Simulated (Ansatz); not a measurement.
MnO2, first-principles data

MnO$_{2}$:
```xyz
12
Lattice="6.7300 1.4155 0.0000 -6.7300 1.4155 0.0000 -6.3167 0.0000 6.9157" Properties=species:S:1:pos:R:3 pbc="T T T"
Mn    -9.7120     1.4155     5.6679
Mn    -1.0275     1.4155     3.2898
Mn     3.3953     1.4155     1.2478
Mn    -5.2891     1.4155     3.6259
O     -2.0387     1.4155     6.4840
O     -6.8088     1.4155     2.4901
O     -4.2780     1.4155     0.4317
O      0.4921     1.4155     4.4256
O     -4.0367     1.4155     5.0231
O     -8.6049     1.4155     4.1834
O     -2.2800     1.4155     1.8925
O      2.2882     1.4155     2.7323
```
The run is spin-polarised; directions of the spins, atom by atom: ↑ ↓ ↓ ↑ 0 0 0 0 0 0 0 0.

Space group C2/m (No. 12); conventional cell a = 13.460 Å, b = 2.831 Å, c = 9.366 Å, α = 90.00°, β = 132.41°, γ = 90.00°.

Method: plane-wave PAW PBEsol (Ansatz code). The cell and atoms are relaxed at this level. Other levels are named where they apply.

**Cell and energy**

```
Property                                                      Result
-----------------------------------------------------  -------------
Volume per atom                                             10.98 Å³
Density                                                   4.38 g/cm³
Formation energy from the elements (no fitted shifts)  -1.67 eV/atom
```

**Electronic structure**

```
Item                                                                                                      Result
----------------------------------------  ----------------------------------------------------------------------
Band gap                                                                                      0.90 eV (indirect)
Valence-band maximum                      at Y2 (k = 0.500, 0.500, 0.000 in fractions of the reciprocal vectors)
Conduction-band minimum                                                                                     at Γ
Smallest direct gap on the standard path                                                                 0.93 eV
Electron effective mass                                                       2.3, 2.6, 12 mₑ (principal values)
```

**Magnetism**

```
Item                        Value
--------------  -----------------
Magnetic order  antiferromagnetic
Net moment       0.00 μB per atom
```

The workflow started from an entry of the Crystallography Open Database (COD), which files this formula under 4 space groups. It is not the phase usual at ambient conditions (space group No. 136). Symmetry was held in the PBEsol relaxation, as lowered by the spin order; its stability against distortions is not shown here. Magnetic state: antiferromagnetic, chosen from 2 collinear starts compared on coarse meshes (ties went to the first, and starts can fall back to one state), not a proven ground state. The program gave a warning on the electronic state, which may not be the lowest. No Hubbard U is applied. Point labels and valley counts follow the cell and symmetry of the run, lower than the named group. The references are the lowest solids computed at this level, not always the standard phases (solids in place of the gases).

Potentials: the later of the program's two PAW sets.
